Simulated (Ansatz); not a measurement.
Consider the following.

CoMo:
```
CELL_PARAMETERS angstrom
      0.00000     2.41005     2.41005
      2.41005     0.00000     2.41005
      2.41005     2.41005     0.00000
ATOMIC_POSITIONS crystal
  Co 0.00000 0.00000 0.00000
  Mo 0.50000 0.50000 0.50000
```
The run is spin-polarised; directions of the spins, atom by atom: 0 0.

This is the r²SCAN-relaxed structure.

Task: All from plane-wave PAW r²SCAN (Ansatz code), unless another level is named. Give the bulk modulus (Birch–Murnaghan fit).

Result: 225 GPa.

Task: Next, the elastic constants (relaxed ions, GPa)?

Result: C11 = 311, C12 = 185, C44 = -19.4.

Space group Fm-3m (rock salt). The start of the workflow was typed in or built on a structure type; neither database checked (COD, Materials Project) lists it. Whether it is the stable phase at ambient conditions was not checked. Symmetry was held in the r²SCAN relaxation. At this level the phase is mechanically unstable. Spin order of the final state: ferromagnetic, the only order run, not a proven ground state. Its formation energy is positive at this level, so the cell may be metastable or incomplete. Other orbital occupations within this spin state were not tried. As this level gives no gap, shear constants depend on the k-mesh and smearing (Fermi–Dirac, 0.1 eV here).

Potentials: the earlier of the program's two PAW sets.
